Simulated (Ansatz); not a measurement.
Ta2N (anti-CdI2 type), relaxed with PBE (Ansatz, a program for electronic structure, plane waves, PAW): a = 3.099 Å, b = 3.099 Å, c = 4.889 Å, α = 90.00°, β = 90.00°, γ = 120.00°.

- ΔH_f (eV/atom) = -0.80
- B₀ by P(V) fit (GPa) = 268

The same phase is relaxed and computed with r²SCAN in the same code. What are the cell and these values now?

a = b = 3.075 Å, c = 4.891 Å, α = β = 90.00°, γ = 120.00°.

* **ΔH_f (eV/atom)**: -0.91
* **B₀ by P(V) fit (GPa)**: 290

All cells were relaxed under the symmetry of their starts (and spin orders); stability against distortions was not tested throughout. Rows with no word on spin ran without spin polarisation. Spin–orbit coupling is left out wherever it is not named.

Potentials: the later of the program's two PAW sets.

Ansatz is a plane-wave DFT program.

Formation energies count from the lowest solids of the elements computed at the same level, not from gases.
